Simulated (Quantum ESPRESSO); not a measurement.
## Kohn-Sham bands of ZrGa3 (I4/mmm)

```xyz
4
Lattice="3.8862 0.0000 0.0000 0.0000 3.8862 0.0000 -1.9431 -1.9431 4.5503" Properties=species:S:1:pos:R:3 pbc="T T T"
Zr     0.0000     0.0000     0.0000
Ga    -1.9431     0.0000     2.2752
Ga     0.0000    -1.9431     2.2752
Ga     1.9431     1.9431     0.0000
```

Structure: Materials Project mp-30685, symmetrised, not relaxed again. COD (Crystallography Open Database) has an entry of this formula and space group (matched by these alone). Computed values, not measurements, from PBEsol: Quantum ESPRESSO (norm-conserving PseudoDojo potentials, cutoff 64 Ry, no spin polarisation, no spin-orbit coupling) on a Γ-centred 6×6×6 mesh, then Wannier90. Density: 12×12×12 mesh, cold smearing 0.01 Ry.

Energies are relative to the Fermi level; weights are on the orthonormalised atomic waves of the pseudopotential files, averaged over the group. 51 electrons a cell are treated as valence.

```tsv
bands	from (eV)	to (eV)	filling	weight on atomic waves
1	-48.45	-48.44	filled	___
2–4	-26.67	-26.52	filled	___
5–19	-14.85	-14.22	filled	___
```

Problem. Which atomic shells make up each group?

Solution. 
- 1, weight on atomic waves: Zr 4s 92 %, Ga 4p 7 %
- 2–4, weight on atomic waves: Zr 4p 97 %
- 5–19, weight on atomic waves: Ga 3d 100 %

No gap over 0.05 eV opens at the Fermi level at this level of theory.
